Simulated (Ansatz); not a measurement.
Starting cell, Ba (bcc, W type):

```
Ba
1.0
   -5.02000     5.02000     5.02000
    2.51000    -2.51000     2.51000
    2.51000     2.51000    -2.51000
Ba
2
Cartesian
  0.00000   0.00000   0.00000
 -2.51000   2.51000   2.51000
```

The atoms are displaced by Q × the pattern below (from a DFPT mode at N = (0.5, 0.0, 0.0), largest move 1; Q in Å), at fixed cell. (q is in reciprocal vectors of the primitive cell; the cell shown is doubled to hold the pattern.)

```json
[
 {"atom": "Ba1", "x": "0.000", "y": "0.707", "z": "-0.707"},
 {"atom": "Ba2", "x": "0.000", "y": "-0.707", "z": "0.707"}
]
```

Level of theory: PBE (plane waves to 420 eV, PAW, scalar-relativistic; Ansatz, an electronic-structure program). k mesh 13×13×13 (Γ-centred), Fermi-Dirac smearing 0.05 eV. Energies are smeared free energies. With partly filled bands, energies and forces of such displacements shift with the k mesh and the smearing. Ba was relaxed with its symmetry unable to fall. The PAW data are Ansatz's earlier set. ΔE is measured from the undisplaced structure.

```tsv
Q (Å)	−dE/dQ from forces (eV/Å)	ΔE (meV/cell)
-0.180	0.107	9.5
-0.150	0.088	(withheld)
-0.120	0.070	4.2
-0.090	0.052	(withheld)
-0.060	0.035	1.0
-0.030	0.017	0.3
0.000	0.000	0.0
0.030	-0.017	0.3
0.060	-0.035	1.0
0.090	-0.052	(withheld)
0.120	-0.070	4.2
0.150	-0.088	(withheld)
0.180	-0.107	9.5
```

Q: Fill in the missing entries.

A: 
- -0.150, ΔE (meV/cell): 6.5
- -0.090, ΔE (meV/cell): 2.3
- 0.090, ΔE (meV/cell): 2.3
- 0.150, ΔE (meV/cell): 6.5

(A displaced cell: forces are minus the slopes of the energy, force constants its curvatures, and phonons follow from these.)
